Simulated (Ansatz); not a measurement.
Relaxed-ion elastic tensor of YAl$_{3}$ in space group P6_3/mmc (No. 194; Y on 2d, Al on 6h) in GPa (Voigt order), DFT-PBEsol in the program Ansatz with PAW potentials; density 3.68 g/cm³, 19.17 Å³ per atom.

```
 105  56.6  52.0   0.0   0.0   0.0
56.6   105  52.0   0.0   0.0   0.0
52.0  52.0   167   0.0   0.0   0.0
 0.0   0.0   0.0  76.6   0.0   0.0
 0.0   0.0   0.0   0.0  76.6   0.0
 0.0   0.0   0.0   0.0   0.0  24.1
```

Is the crystal mechanically stable?

Yes: the smallest eigenvalue of C is 24.1 GPa.

Work out the Voigt, Reuss and Hill averages.

K_V = 77.5, K_R = 75.0, K_H = 76.3; G_V = 49.8, G_R = 38.3, G_H = 44.0 GPa.

Give Young's modulus, Poisson's ratio, Pugh's ratio and the universal anisotropy index.

E = 9KG/(3K + G) = 111 GPa; ν = 0.26; K/G = 1.73 (near the Pugh limit of 1.75, no verdict); A_U = 5G_V/G_R + K_V/K_R − 6 = 1.55.

Estimate the sound speeds and the Debye temperature.

v_l = √((K + 4G/3)/ρ) = 6060 m/s, v_t = √(G/ρ) = 3460 m/s, mean 3850 m/s; Θ = (h/k)(3n/4πV)^(1/3) v_m = 428 K.

How much does each axis shrink under pressure?

Linear compressibilities β_i = Σ_j S_ij (j = 1 to 3): x 5.3, y 5.3, z 2.7 per TPa.

The workflow started from a Materials Project entry (that database holds measured and hypothetical structures alike); the Crystallography Open Database copy checked does not list it. Its standing as an ambient phase is unchecked. The PBEsol relaxation kept the symmetry of its start; of distortions, only those at the zone centre were tested. No spin polarisation was allowed. As this level gives no gap, shear constants depend on the k-mesh and smearing (Fermi–Dirac, 0.1 eV here). On the denser mesh and wider smearing of the elastic run this cell carries a stress of 0.7 GPa.

Potentials: the later of the program's two PAW sets.
